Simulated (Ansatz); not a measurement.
According to LDA in the plane-wave PAW code Ansatz, Ga in the α-Ga structure (Cmce) relaxes to a = 4.424 Å, b = 7.493 Å, c = 4.434 Å.

Electronic character: metallic (no gap).

Symmetry was held in the LDA relaxation. Axis ratios of metals converge slowly with the k-mesh, so a and c are less sure than the volume. Scalar-relativistic: spin–orbit coupling is off unless named, which matters more the heavier the elements.

Potentials: the earlier of the program's two PAW sets. The files were generated under PBE; for other functionals the program regenerates the frozen cores, and for LDA and PBEsol the local potential too.
